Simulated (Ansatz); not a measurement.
Given:

Sb₂Au:
Space group Pa-3 (No. 205); a = b = c = 6.735 Å, α = β = γ = 90.00°

```
atom  site  symmetry       x       y       z
----  ----  --------  ------  ------  ------
Sb      8c       .3.  0.3765  0.3765  0.3765
Au      4a      .-3.  0.0000  0.0000  0.0000
```

This is the r²SCAN-relaxed structure.

### Question
All from r²SCAN (plane waves, PAW; program Ansatz), unless another level is named. Predict the bulk modulus (Birch–Murnaghan fit).

### Answer
81.0 GPa.

### Question
What about the elastic constants (relaxed ions, GPa)?

### Answer
C11 = 132, C12 = 55.5, C44 = 25.1.

The first step of the workflow began from a Materials Project structure, measured or hypothetical; the Crystallography Open Database files this formula in space group No. 205, but the cells were not matched. Its standing as an ambient phase is unchecked. The r²SCAN relaxation kept the symmetry of its start; whether a distortion lowers the energy is not shown. As this level gives no gap, shear constants depend on the k-mesh and smearing (Fermi–Dirac, 0.1 eV here). Scalar-relativistic: spin–orbit coupling is off unless named, which matters more the heavier the elements.

Potentials: the later of the program's two PAW sets.
